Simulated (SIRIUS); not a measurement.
Set-up for a self-consistent single point of Se (P1, 6 atoms in the cell; from Materials Project mp-147, changed as shown).

```
Se
1.0
    5.65533     3.26510     1.61317
   -5.65533     3.26510     1.61317
    0.00000    -6.53021     1.61317
Se
6
Direct
  0.85655   0.73547   0.10504
  0.14898   0.26930   0.90590
  0.09294   0.85533   0.72582
  0.90132   0.13800   0.26408
  0.73167   0.10168   0.86152
  0.26854   0.90021   0.13765
```

Computed with PBEsol, GBRV PBEsol ultrasoft pseudopotentials (plane waves; SIRIUS 7.12.0).

SIRIUS settings:

- parameters.ngridk = 4 4 4
- parameters.xc_functionals = [XC_GGA_X_PBE_SOL, XC_GGA_C_PBE_SOL]
- parameters.gk_cutoff = 6.325 1/bohr
- parameters.pw_cutoff = 14.143 1/bohr
- parameters.smearing = fermi_dirac
- parameters.smearing_width = 0.00183747 Ha
- potentials = GBRV PBEsol ultrasoft pseudopotentials
- parameters.electronic_structure_method = pseudopotential
- parameters.num_bands = 22
- parameters.num_mag_dims = 0
- parameters.num_dft_iter = 100
- parameters.energy_tol = 1e-07 Ha
- parameters.density_tol = 1e-06
- mixer.type = anderson
- mixer.beta = 0.3
- mixer.use_hartree = false

Results:

- Number of valence electrons: 36
- Number of bands: 22
- Number of k-points after the program's reduction: 36
- Number of plane waves (most at a k-point): 5178
- Number of SCF iterations: 32
- FFT grid: 60 × 60 × 60
- Free energy E − TS: -3534.5732 eV
- Gap on the k-point mesh: 1.36 eV
- Pressure: 1.02 GPa
- Largest force (vector length): 1.210 eV/Å

Forces (eV/Å):
```tsv
atom	Fx	Fy	Fz
Se1	0.812	-0.148	-0.605
Se2	-0.581	0.302	0.445
Se3	0.479	0.198	-0.537
Se4	-0.715	-0.471	0.855
Se5	-0.276	0.478	-0.474
Se6	0.280	-0.359	0.316
```

Stress (GPa, positive for compression):
```
 1.78  -1.09  -1.03
-1.09   0.56  -0.54
-1.03  -0.54   0.73
```

The gap is read on the k-point mesh of the run and can differ from the gap over the whole zone at this level.

For comparison: a first run was changed to give this one (atoms moved at random), and from it to this one the free energy rises by 17.1 meV/atom, the pressure goes from -0.82 to 1.02 GPa, the largest force goes from 0.195 to 1.210 eV/Å and the gap on the mesh goes from 1.473 to 1.361 eV.

Forces above 1 eV/Å remain at this geometry. The structure comes from a collection of computed structures, made at another level of theory; the collection holds predicted forms beside known ones.

Cost on one core: roughly 3 core-minutes.
